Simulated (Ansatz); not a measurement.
Level of theory: DFT PBE, scalar-relativistic, plane waves, PAW (Ansatz). All cells share a 420 eV cutoff and Γ-centred k meshes spaced at most about 0.3 Å⁻¹ (about 0.25 or finer for metals, 2π included). No spin polarisation in the final relaxations.

All energies are static (0 K, no zero-point motion). All come from trial cells, and lower structures may exist.

Problem. Which of these relaxed structures of Al3B2As is the lowest in energy?
1.

```
CELL_PARAMETERS angstrom
6.13688 0.00000 0.00000
-3.06844 5.31469 0.00000
0.00000 0.00000 2.64690
ATOMIC_POSITIONS crystal
Al 0.50000 0.00000 0.50000
Al 0.00000 0.50000 0.50000
Al 0.50000 0.50000 0.50000
B 0.33333 0.66667 0.00000
B 0.66667 0.33333 0.00000
As 0.00000 0.00000 0.00000
```

2.

```
CELL_PARAMETERS angstrom
6.50737 0.00000 0.00000
-3.25369 5.63555 0.00000
0.00000 0.00000 2.81656
ATOMIC_POSITIONS crystal
Al 0.64434 0.00000 0.50000
Al 0.00000 0.64434 0.50000
Al 0.35566 0.35566 0.50000
B 0.33333 0.66667 0.50000
B 0.66667 0.33333 0.50000
As 0.00000 0.00000 0.00000
```

3.

```
CELL_PARAMETERS angstrom
1.68045 -6.80374 0.00000
1.68045 6.80374 0.00000
0.00000 0.00000 3.81912
ATOMIC_POSITIONS crystal
Al 0.16174 0.83826 0.00000
Al 0.83826 0.16174 0.00000
Al 0.00000 0.00000 0.50000
B 0.00000 0.50000 0.50000
B 0.50000 0.00000 0.50000
As 0.50000 0.50000 0.00000
```

4.

```
CELL_PARAMETERS angstrom
5.47746 -1.93453 0.00000
5.47746 1.93453 0.00000
-0.18811 0.00000 3.87695
ATOMIC_POSITIONS crystal
Al 0.66276 0.82767 0.75384
Al 0.69622 0.30378 0.50000
Al 0.17233 0.33724 0.24616
B 0.56834 0.72783 0.24619
B 0.27217 0.43166 0.75381
As 0.12827 0.87173 0.00000
```

Solution. 4. It has space group C2 (No. 5); the next, 3, with space group Cmmm (No. 65), lies 251 meV/atom higher. Counting As or B atoms around Al (for each partner element, those within 1.25 times its shortest distance or 1.15 times the sum of covalent radii, where it is the nearest in units of that sum or under 1.3; a plus sign parts groups by distance over the sum of covalent radii; a slash parts the counts of unlike sites), the lowest has Al 4+2 and the next has Al 4/6. The next holds B–B chains (shortest 1.68 Å); in the lowest the shortest B–B distance is 3.49 Å. Even the lowest lies +0.08 eV/atom against the elements.

Cells relaxed within their symmetry can be saddle points. Some types were kept out of the candidates beforehand, so the set may lack a known form.
